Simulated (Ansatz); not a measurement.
AlN:
```cif
data_Al2N2
_chemical_formula_sum 'Al2 N2'
_space_group_name_H-M_alt 'P 1'
_space_group_IT_number 1
_cell_length_a 3.11361
_cell_length_b 3.11361
_cell_length_c 4.98342
_cell_angle_alpha 90.000
_cell_angle_beta 90.000
_cell_angle_gamma 120.000
loop_
_space_group_symop_operation_xyz
  'x, y, z'
loop_
_atom_site_label
_atom_site_type_symbol
_atom_site_fract_x
_atom_site_fract_y
_atom_site_fract_z
_atom_site_occupancy
Al1 Al 0.66667 0.33333 0.49902 1
Al2 Al 0.33333 0.66667 0.99902 1
N1 N 0.66667 0.33333 0.88098 1
N2 N 0.33333 0.66667 0.38098 1
```

Relaxed with PBEsol. PBEsol in the plane-wave PAW code Ansatz gives a gap of 4.10 eV.

Question: What gap does HSE06 give on the same cell (Ansatz, PAW)?

Answer: 5.54 eV, 1.44 eV more. The hybrid was solved on a coarser mesh and at special points; the gap given is the minimum over both.

```csv
k,v1 PBEsol,c1 PBEsol,v1 HSE06,c1 HSE06
Γ,0.00,4.10,0.00,5.54
A,-0.56,6.36,___,___
K,-2.41,4.89,___,___
H,-0.80,7.28,___,___
M,-0.70,5.67,-0.77,7.14
L,-1.38,5.17,___,___
```

Question: Top valence (v1) and lowest conduction level (c1) in eV from each method's valence maximum (which need not be a listed point): supply the withheld HSE06 values.

Answer: 
- K, v1 HSE06: -2.57
- K, c1 HSE06: 6.34
- L, v1 HSE06: -1.48
- L, c1 HSE06: 6.64
- H, v1 HSE06: -0.87
- H, c1 HSE06: 8.88
- A, v1 HSE06: -0.61
- A, c1 HSE06: 7.93

Cost on shared cores: the PBEsol run (SCF on a 10×10×6 mesh, then bands and DOS) about 16 core-seconds (a rough figure), the HSE06 run (SCF on 8×8×4, then a few points) roughly 90 core-seconds; the tasks are unlike.

Space group P6_3mc (wurtzite). The cell was relaxed with PBEsol under the symmetry of its start.

Potentials: the earlier of the program's two PAW sets. The files were generated under PBE; for other functionals the program regenerates the frozen cores, and for LDA and PBEsol the local potential too.
